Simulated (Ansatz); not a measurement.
The cell below belongs to a search over invented structures; it isn't taken from experiment.

Input and command of a plane-wave DFT calculation in Ansatz:

```yaml
crystal:
  lattice:
    - [8.0800029604, 0.0, 0.0]
    - [0.0, 9.0514653515, 0.0]
    - [0.0, 0.0, 3.6026632846]
  atoms:
    - { symbol: Pd, position: [0.0, 0.0, 0.0], spin: 1.0 }
    - { symbol: Pd, position: [0.5, 0.5, 0.5], spin: 1.0 }
    - { symbol: Cl, position: [0.3074094494, 0.5080079535, 0.0] }
    - { symbol: Cl, position: [0.6925905506, 0.4919920465, 0.0] }
    - { symbol: Cl, position: [0.8074094494, 0.9919920465, 0.5] }
    - { symbol: Cl, position: [0.1925905506, 0.0080079535, 0.5] }
    - { symbol: Cl, position: [0.4939383146, 0.2443608992, 0.5] }
    - { symbol: Cl, position: [0.5060616854, 0.7556391008, 0.5] }
    - { symbol: Cl, position: [0.9939383146, 0.2556391008, 0.0] }
    - { symbol: Cl, position: [0.0060616854, 0.7443608992, 0.0] }
basis:
  ecutwfc: 420
kpoints:
  mp_grid: { grid: [2, 2, 6] }
hamiltonian:
  xc: pbe
scf:
  occupations: { method: gaussian, width: 0.1 }
  lower_state_search: "off"
output:
  forces: true
  stress: true
  eigenvalues: true
  populations: true
magnetization:
  spin_polarized: true
```

```bash
ansatz run input.yaml --threads 1 --pin off --max-ram 2560MiB --backend cpu --events-out ev --progress --plain --runs-dir out
```

Processor: Arm Neoverse V2, 1 thread, on a host shared with other jobs.

Estimate time, memory and problem size.

About 70 s, peak memory 0.7 GiB. It solves 57 bands at 16 k points (after reduction by symmetry) with about 5141 plane waves, in 20 SCF iterations.
